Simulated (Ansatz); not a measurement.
Structures of Si$_{3}$O$_{2}$: which is lowest?

Plane-wave DFT in Ansatz with scalar-relativistic PAW potentials, cutoff 420 eV, Γ-centred meshes chosen by cell and gap, Gaussian smearing with energies taken to zero width. Every cell was relaxed (cell and atoms) in a run of its own, within the symmetry of its start. Functional: PBE.

Relaxed structures (starts from databases or built by putting these elements on another compound's sites):
A. P-3m1, 5 atoms in the computed cell, a = 2.701 Å, c = 12.521 Å; sites (symmetry × multiplicity) Si -3m. × 1 + 3m. × 2, O 3m. × 2; start: built
B. R-3m, 5 atoms in the computed cell, a = 6.175 Å, c = 5.505 Å; sites (symmetry × multiplicity) Si .2/m × 9, O 3m × 6; start: built

**Question.** Rank them by energy. Could pressure change the order?

**Answer.**
```tsv
structure	group	E − E(lowest) (meV/atom)	V (Å³/atom)	gap on mesh (eV)
A	P-3m1	0.0	15.83	0.00
B	R-3m	419	12.12	0.00
```

A is lowest, 419 meV/atom under B. B is denser by 3.70 Å³/atom, so pressure favours it: ΔE/ΔV, with ΔE in eV and 1 eV/Å³ = 160.2 GPa, gives about 18 GPa for equal enthalpy if both cells were rigid; at such pressures compression changes ΔV much, so this is a scale only. Without a dispersion term the weakly bound lowest cell is too large, so ΔV and this pressure are artefacts in part: a slight pressure closes the gap between layers first. Other structures may lie lower than all of these, and vibrations aren't counted.

Spin polarisation was left out, and a magnetic state may lie lower.